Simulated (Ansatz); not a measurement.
One crystal and one scan (frozen-phonon scan) at two levels, PBE (plane waves to 420 eV, PAW, scalar-relativistic; Ansatz, a quantum-chemistry and plane-wave program) and r2SCAN (plane waves to 500 eV, PAW, scalar-relativistic; Ansatz), each from its own relaxed cell and on its own mesh. The cell shown is that of PBE.

Al (fcc, Cu type)

```
Al
1.0
    0.00000     4.03999     4.03999
    2.01999     0.00000     2.01999
    2.01999     2.01999     0.00000
Al
2
Direct
  0.00000   0.00000   0.00000
  0.50000   0.00000   0.00000
```

The atoms are displaced by Q × the pattern below (from a DFPT mode at L = (0.5, 0.0, 0.0), largest move 1; Q in Å), at fixed cell. (q is in reciprocal vectors of the primitive cell; the cell shown is doubled to hold the pattern.)

```json
[
 {"atom": "Al1", "x": "-0.577", "y": "0.577", "z": "0.577"},
 {"atom": "Al2", "x": "0.577", "y": "-0.577", "z": "-0.577"}
]
```

Al was relaxed with its symmetry unable to fall. The PAW data are Ansatz's earlier set. With partly filled bands, energies and forces of such displacements shift with the k mesh and the smearing. Percentages come from the unrounded values. Both scans cover Q from -0.180 to 0.180 Å.

Results of PBE:

* **Lattice constant a (Å)**: 4.040
* **Energy at Q = 0.180 Å (meV/cell)**: 350
* **Harmonic wavenumber from the curvature (finite differences) (cm⁻¹ (negative: imaginary))**: 321
* **Space group of the distorted cell**: R-3m (No. 166), lowered from Fm-3m
* **Symmetry of the curve**: even: the same for both signs
* **Shape of the curve**: a single well with its minimum at or next to zero displacement

Question: What does r2SCAN give for the same quantities?

Answer: 
```
quantity                                                                                  r2SCAN     PBE − r2SCAN
----------------------------------------------------------------------------------------  ------  ---------------
Lattice constant a (Å)                                                                     3.991  +0.049 (+1.2 %)
Energy at Q = 0.180 Å (meV/cell)                                                             413      -63 (-15 %)
Harmonic wavenumber from the curvature (finite differences) (cm⁻¹ (negative: imaginary))     348     -27 (-7.7 %)
```

PBE gives the higher value for: lattice constant a. PBE gives the lower value for: energy at Q = 0.180 Å; harmonic wavenumber from the curvature. Both give the same space group of the distorted cell: R-3m (No. 166), lowered from Fm-3m. Neither level is exact: the differences show how much the result hangs on the functional.

(A displaced cell: forces are minus the slopes of the energy, force constants its curvatures, and phonons follow from these.)
